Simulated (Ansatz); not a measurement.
Data:

V2GeB2:
```
CELL_PARAMETERS angstrom
      3.01236     0.00000     0.00000
     -1.50618     2.60878     0.00000
      0.00000     0.00000     6.74920
ATOMIC_POSITIONS crystal
  V  0.33333 0.66667 0.71275
  V  0.33333 0.66667 0.28725
  Ge 0.00000 0.00000 0.00000
  B  0.00000 0.00000 0.50000
  B  0.66667 0.33333 0.50000
```

This is the PBE-relaxed structure.

Q: All from PBE (plane waves, PAW; program Ansatz), unless another level is named. Predict the electronic character.

A: metallic (no gap).

Q: What about the formation energy from the elements (no fitted shifts)?

A: -0.61 eV/atom.

Q: Give the density of states at the Fermi level.

A: 0.55 states/eV per atom (mean over ±0.08 eV).

Space group P-6m2. The start of the workflow was typed in or built on a structure type; neither database checked (COD, Materials Project) lists it. Whether it is the stable phase at ambient conditions was not checked. Symmetry was held in the PBE relaxation; its stability against distortions is not shown here. The workflow began spin-polarised and lost its moments. The references are the lowest solids computed at this level, not always the standard phases. Spin–orbit coupling is left out wherever it is not named.

Potentials: the earlier of the program's two PAW sets.
